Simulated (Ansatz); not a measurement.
Simulated powder pattern, Cu Kα, λ = 1.54184 Å (kinematic, ideal powder, no thermal factors, no anomalous dispersion; the 30 strongest lines at most, above 1 %, up to 2θ = 90°):

```
2θ (°)  I/Imax (%)
------  ----------
17.51           27
21.55           23
26.10           49
27.26           36
32.15          100
33.12           34
35.01          4.3
36.36          4.1
37.40           42
41.57          5.7
45.31           23
46.17           18
46.89           14
47.47           39
53.69          9.4
57.26           16
57.87          4.1
59.71           11
60.15           18
61.94           32
64.18           15
64.76          5.4
67.25          8.7
75.33          9.5
76.60          4.4
78.02           10
82.55          5.8
84.65          4.3
85.27          5.9
88.50          6.1
```

The pattern belongs to a structure relaxed with r²SCAN in the plane-wave PAW code Ansatz.

**Question.** Pick the material that matches.
(A) CaZrN2, Pna2_1 (Ca on 4a, Zr on 4a, N on 4a, N on 4a)
(B) LaN, zinc blende
(C) CeTaN3, R3c (Ce on 6a, Ta on 6a, N on 18b)
(D) Hf2SiN, P6_3/mmc (Si on 2d, Hf on 4f, N on 2a)

**Answer.** A, CaZrN2, Pna2_1 (Ca on 4a, Zr on 4a, N on 4a, N on 4a)

**Question.** Give the lattice parameters.

**Answer.** a = 6.543 Å, b = 8.006 Å, c = 4.809 Å.

The start of the workflow was typed in or built on a structure type; neither database checked (COD, Materials Project) lists it. Whether it is the stable phase at ambient conditions was not checked. The cell was relaxed with r²SCAN under the symmetry of its start; its stability against distortions is not shown here. No spin polarisation was allowed.

Potentials: the earlier of the program's two PAW sets. The files were generated under PBE; for other functionals the program regenerates the frozen cores, and for LDA and PBEsol the local potential too.
